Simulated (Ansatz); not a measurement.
V$_{2}$Cu$_{2}$O$_{7}$ in space group Fdd2 (No. 43; Pearson symbol oF88), PBEsol in the plane-wave PAW code Ansatz, all energies at zero smearing, with the estimated change up to a 700 eV cutoff added, with one set of potentials and settings (totals compare only within such a set). Cell of 22 atoms (4 V, 4 Cu, 14 O): -45749.618 eV.

| element | reference phase | E (eV/atom) |
|---|---|---|
| V | Im-3m, 1 atoms in the cell | -2885.2930 |
| Cu | Fm-3m, 1 atoms in the cell | -6588.7768 |
| O | C2/m, 4 atoms in the cell, spin-polarised | -558.3554 |

Formation energy per atom, worked out: (-45749.618 − 4×(-2885.2930) − 4×(-6588.7768) − 14×(-558.3554))/22 = -1.653 eV/atom (-159 kJ per mol of atoms), at 0 K, without zero-point energy or fitted corrections.

The first step of the workflow began from a Materials Project structure, measured or hypothetical; the Crystallography Open Database files this formula in space group No. 43, but the cells were not matched. Its standing as an ambient phase is unchecked. Symmetry was held in the PBEsol relaxation, as lowered by the spin order; its stability against distortions is not shown here. Spin order of the final state: antiferromagnetic, chosen from 2 collinear starts compared on coarse meshes (ties went to the first, and starts can fall back to one state), not a proven ground state. No Hubbard U is applied. The references are the lowest solids computed at this level, not always the standard phases (solids in place of the gases).

Potentials: the later of the program's two PAW sets.
